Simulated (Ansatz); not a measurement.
CdS (wurtzite)

```yaml
crystal:
  lattice:
    - [4.16433, 0.00000, 0.00000]
    - [-2.08216, 3.60641, 0.00000]
    - [0.00000, 0.00000, 6.76883]
  atoms:
    - { symbol: Cd, position: [0.66667, 0.33333, 0.00098] }
    - { symbol: Cd, position: [0.33333, 0.66667, 0.50098] }
    - { symbol: S, position: [0.66667, 0.33333, 0.62422] }
    - { symbol: S, position: [0.33333, 0.66667, 0.12422] }
```

E(V) scan at fixed shape, V₀ the volume above. The atoms relax within the cell's symmetry.

Calculation: r2SCAN (plane waves to 500 eV, PAW, scalar-relativistic; Ansatz, a program for electronic structure). k mesh 9×9×5 (Γ-centred), Fermi-Dirac smearing 0.05 eV. Energies are smeared free energies. Compression counts positive. With the shape held, the modulus is that of even scaling; a crystal free to change shape is softer. CdS was relaxed with its symmetry unable to fall. The PAW data are Ansatz's earlier set. ΔE is measured from the relaxed starting cell.

```tsv
V (Å³/atom)	ΔE (meV/atom)
21.348	168.0
22.364	86.9
23.381	35.6
24.397	8.2
25.414	0.0
26.431	withheld
27.447	26.6
28.464	56.0
29.480	93.3
```

Question: Fit a third-order Birch-Murnaghan form (E₀, V₀, B₀, B₀′ free) to the given rows and predict ΔE at V = 26.431.

Answer: Least squares on the 8 given rows: ΔE = E₀ + (9V₀B₀/16)·y²·[2 + (B₀′ − 4)y], y = (V₀/V)^(2/3) − 1, with V₀ = 25.414 Å³/atom, B₀ = 60.25 GPa (160.2 GPa = 1 eV/Å³; the term in eV is multiplied by 1000), B₀′ = 4.47, E₀ = 0.00 meV/atom; root-mean-square residual 0.03 meV/atom. At 26.431 the fit gives 7.1 meV/atom; the calculation gives 7.1 meV/atom, the same to the digits shown. For the pressure the fit gives -2.2 GPa against the computed -2.2 GPa.

(Under strain, the slope of the energy per volume gives the stress and its curvature an elastic modulus.)
